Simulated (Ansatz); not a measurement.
LiNbSe2:
```cif
data_Li2Nb2Se4
_chemical_formula_sum 'Li2 Nb2 Se4'
_space_group_name_H-M_alt 'P 1'
_space_group_IT_number 1
_cell_length_a 3.52402
_cell_length_b 3.52402
_cell_length_c 13.55653
_cell_angle_alpha 90.000
_cell_angle_beta 90.000
_cell_angle_gamma 120.000
loop_
_space_group_symop_operation_xyz
  'x, y, z'
loop_
_atom_site_label
_atom_site_type_symbol
_atom_site_fract_x
_atom_site_fract_y
_atom_site_fract_z
_atom_site_occupancy
Li1 Li 0.00000 0.00000 0.00000 1
Li2 Li 0.00000 0.00000 0.50000 1
Nb1 Nb 0.00000 0.00000 0.25000 1
Nb2 Nb 0.00000 0.00000 0.75000 1
Se1 Se 0.33333 0.66667 0.12770 1
Se2 Se 0.66667 0.33333 0.87230 1
Se3 Se 0.66667 0.33333 0.62770 1
Se4 Se 0.33333 0.66667 0.37230 1
```

Relaxed with r²SCAN.

Q: Tabulate the valence density and the electron localisation function along the shortest Li–Se contact (2.67 Å), DFT-r²SCAN in the program Ansatz with PAW potentials.

A: 

```tsv
distance from Li (Å)	density (e/Å³)	ELF
0.27	5.34	0.99
0.40	2.43	0.94
0.53	0.70	0.41
0.67	0.15	0.04
0.80	0.09	0.02
0.93	0.09	0.06
1.07	0.11	0.30
1.20	0.15	0.61
1.34	0.22	0.74
1.47	0.32	0.79
1.60	0.47	0.81
1.74	0.67	0.82
1.87	1.03	0.82
2.00	2.04	0.77
2.14	4.75	0.65
2.27	11.34	0.44
2.40	23.68	0.23
```

The density is the valence pseudo-density with augmentation charge, so density and ELF within about 1 Å of a nucleus are not all-electron values.

Space group P6_3/mmc. The workflow started from a Materials Project entry (that database holds measured and hypothetical structures alike); the Crystallography Open Database copy checked does not list it. Its standing as an ambient phase is unchecked. Symmetry was held in the r²SCAN relaxation; whether a distortion lowers the energy is not shown. The run is not spin-polarised.

Potentials: the later of the program's two PAW sets.
